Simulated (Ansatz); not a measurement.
Starting cell, SnO$_{2}$ (rutile):

```
SnO2
1.0
    4.82754     0.00000     0.00000
    0.00000     4.82754     0.00000
    0.00000     0.00000     6.47631
Sn O
4 8
Cartesian
  0.00000   0.00000   0.00000
  0.00000   0.00000   3.23815
  2.41377   2.41377   1.61908
  2.41377   2.41377   4.85723
  1.48002   1.48002   0.00000
  1.48002   1.48002   3.23815
  3.89379   0.93375   1.61908
  3.89379   0.93375   4.85723
  0.93375   3.89379   1.61908
  0.93375   3.89379   4.85723
  3.34752   3.34752   0.00000
  3.34752   3.34752   3.23815
```

The atoms are displaced by Q × the pattern below (from a DFPT mode at Z = (0.0, 0.0, 0.5), largest move 1; Q in Å), at fixed cell. It is one choice among 2 degenerate patterns. (q is in reciprocal vectors of the primitive cell; the cell shown is doubled to hold the pattern.)

```
atom       x       y       z
----  ------  ------  ------
Sn1   -0.070   0.070   0.000
Sn2    0.070  -0.070   0.000
Sn3   -0.707  -0.707   0.000
Sn4    0.707   0.707   0.000
O5     0.018  -0.018  -0.378
O6    -0.018   0.018   0.378
O7     0.181   0.181   0.038
O8    -0.181  -0.181  -0.038
O9     0.181   0.181  -0.038
O10   -0.181  -0.181   0.038
O11    0.018  -0.018   0.378
O12   -0.018   0.018  -0.378
```

The numbers are results of PBE (plane waves to 420 eV, PAW, scalar-relativistic; Ansatz, a program for electronic structure), not measurements. k mesh 7×7×5 (Γ-centred), Fermi-Dirac smearing 0.05 eV. E stands for the smeared free energy. SnO2 was relaxed with its symmetry unable to fall. The zero of ΔE is the undisplaced structure.

```
Q (Å)    ΔE (meV/cell)
-------  -------------
-0.2800            574
-0.2333            399
-0.1867            256
-0.1400       withheld
-0.0933             64
-0.0467             16
0.0000               0
0.0467              16
0.0933              64
0.1400        withheld
0.1867             256
0.2333             399
0.2800             574
```

Task: Fit an even polynomial form (powers 2, 4) to the given rows and predict ΔE at Q = -0.1400.

Result: Least squares on the 11 given rows: ΔE = (7358)·Q² + (-472.6)·Q⁴, in meV/cell with Q in Å; root-mean-square residual 0.1 meV/cell. At -0.1400 the fit gives 144 meV/cell; the calculation gives 144 meV/cell, the same to the digits shown. The quadratic term alone would give 144 meV/cell.

(For displaced atoms, the force is minus the slope of the energy, and its curvature is a force constant, which sets phonon frequencies.)
